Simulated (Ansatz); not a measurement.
KMgH$_{3}$ (cubic perovskite)

Space group Pm-3m (No. 221); a = 3.992 Å, b = 3.992 Å, c = 3.992 Å, α = 90.00°, β = 90.00°, γ = 90.00°

| atom | site | symmetry | x | y | z |
|---|---|---|---|---|---|
| K | 1a | m-3m | 0.0000 | 0.0000 | 0.0000 |
| Mg | 1b | m-3m | 0.5000 | 0.5000 | 0.5000 |
| H | 3c | 4/mm.m | 0.0000 | 0.5000 | 0.5000 |

E(V) scan at fixed shape, V₀ the volume above. Symmetry pins the atoms to their sites.

Computed with r2SCAN (plane waves to 500 eV, PAW, scalar-relativistic; Ansatz, a quantum-chemistry and plane-wave program). k mesh 8×8×8 (Γ-centred), Fermi-Dirac smearing 0.05 eV. The energy includes the smearing's −TS. Stress and pressure are positive under compression. KMgH3 was relaxed with its symmetry unable to fall. ΔE is measured from the relaxed starting cell.

Question: Predict the ΔE (meV/atom) and P (GPa) at V/V₀ = 0.900, 0.940, 0.980, 1.020, 1.040, 1.060, 1.080, 1.100.

Answer: 
```json
[
 {"V/V₀": "0.900", "ΔE (meV/atom)": "17.4", "P (GPa)": "4.78"},
 {"V/V₀": "0.940", "ΔE (meV/atom)": "5.9", "P (GPa)": "2.59"},
 {"V/V₀": "0.980", "ΔE (meV/atom)": "0.6", "P (GPa)": "0.78"},
 {"V/V₀": "1.020", "ΔE (meV/atom)": "0.6", "P (GPa)": "-0.72"},
 {"V/V₀": "1.040", "ΔE (meV/atom)": "2.3", "P (GPa)": "-1.38"},
 {"V/V₀": "1.060", "ΔE (meV/atom)": "4.9", "P (GPa)": "-1.97"},
 {"V/V₀": "1.080", "ΔE (meV/atom)": "8.5", "P (GPa)": "-2.51"},
 {"V/V₀": "1.100", "ΔE (meV/atom)": "12.9", "P (GPa)": "-3.01"}
]
```

(A scan under strain: stresses follow from slopes of the energy per volume, elastic moduli from its curvatures.)
